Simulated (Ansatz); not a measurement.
Input:

Ti3IrC2:
```
Ti3IrC2
1.0
    3.01108     0.00000     0.00000
   -1.50554     2.60767     0.00000
    0.00000     0.00000    18.14986
Ti Ir C
6 2 4
Direct
  0.66667   0.33333   0.36523
  0.33333   0.66667   0.63477
  0.33333   0.66667   0.86523
  0.66667   0.33333   0.13477
  0.00000   0.00000   0.50000
  0.00000   0.00000   0.00000
  0.00000   0.00000   0.75000
  0.00000   0.00000   0.25000
  0.33333   0.66667   0.42856
  0.66667   0.33333   0.57144
  0.66667   0.33333   0.92856
  0.33333   0.66667   0.07144
```

This is the r²SCAN-relaxed structure.

All from plane-wave PAW r²SCAN (Ansatz code), unless another level is named. Estimate the electronic character.

metallic (no gap).

And the formation energy from the elements (no fitted shifts)?

-0.90 eV/atom.

Give the gap with spin–orbit coupling.

none (metallic).

Space group P6_3/mmc. The start of the workflow was typed in or built on a structure type; neither database checked (COD, Materials Project) lists it. Whether it is the stable phase at ambient conditions was not checked. The cell was relaxed with r²SCAN under the symmetry of its start; whether a distortion lowers the energy is not shown. The run is not spin-polarised. The references are the lowest solids computed at this level, not always the standard phases. Scalar-relativistic: spin–orbit coupling is off unless named, which matters more the heavier the elements.

Potentials: the earlier of the program's two PAW sets.
